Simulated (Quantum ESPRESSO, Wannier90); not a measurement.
**Tight-binding from DFT: Si3N4 (P6₃/m)**

```yaml
crystal:
  lattice:
    - [7.60454, 0.00000, 0.00000]
    - [-3.80227, 6.58572, 0.00000]
    - [0.00000, 0.00000, 2.90520]
  atoms:
    - { symbol: Si, position: [0.23108, 0.82495, 0.75000] }
    - { symbol: Si, position: [0.76892, 0.17505, 0.25000] }
    - { symbol: Si, position: [0.40613, 0.23108, 0.25000] }
    - { symbol: Si, position: [0.59387, 0.76892, 0.75000] }
    - { symbol: Si, position: [0.17505, 0.40613, 0.75000] }
    - { symbol: Si, position: [0.82495, 0.59387, 0.25000] }
    - { symbol: N, position: [0.33333, 0.66667, 0.75000] }
    - { symbol: N, position: [0.66667, 0.33333, 0.25000] }
    - { symbol: N, position: [0.96919, 0.66985, 0.75000] }
    - { symbol: N, position: [0.03081, 0.33015, 0.25000] }
    - { symbol: N, position: [0.29934, 0.96919, 0.25000] }
    - { symbol: N, position: [0.70066, 0.03081, 0.75000] }
    - { symbol: N, position: [0.33015, 0.29934, 0.75000] }
    - { symbol: N, position: [0.66985, 0.70066, 0.25000] }
```

Structure: Materials Project mp-988, symmetrised, not relaxed again. COD (Crystallography Open Database) has the formula in 4 space groups, this one among them (matched by group alone). Level: PBEsol, no spin polarisation, no spin-orbit coupling; pw.x of Quantum ESPRESSO at 68 Ry with PseudoDojo potentials, 4×4×10 k-points, Wannier90. Density: 6×6×10 mesh, cold smearing 0.01 Ry.

postw90 (berry_task = kubo; independent particles, width 0.1 eV, no gap correction, excitons or local fields) prints σ_xx for one spin direction:

```csv
ħω (eV),Re σ (S/cm),Im σ (S/cm)
0.10,0,-18
5.20,66,-1660
8.85,3760,-1120
```

### Question
Work out the dielectric function, refractive index, reflectivity and absorption coefficient at these energies.

### Answer
ε = 1 + iσ/(ε0 ω), so ε₂ = Re σ/(ε0 ω) and ε₁ = 1 − Im σ/(ε0 ω); ε0 ω = 134.5 S/cm × ħω in eV, and σ is doubled for both spins.
- 0.10 eV: ε₁ = 3.7, ε₂ = 0.0; n + ik = √ε = 1.92 + 0.00i; R = 10 %
- 5.20 eV: ε₁ = 5.7, ε₂ = 0.2; n + ik = √ε = 2.40 + 0.04i; R = 17 %; α = 2ωk/c = 21000 cm⁻¹
- 8.85 eV: ε₁ = 2.9, ε₂ = 6.3; n + ik = √ε = 2.22 + 1.43i; R = 28 %; α = 2ωk/c = 1300000 cm⁻¹
The model holds its own bands alone, so ε₁ lacks the part of higher transitions, and near sharp peaks it hangs on the broadening.
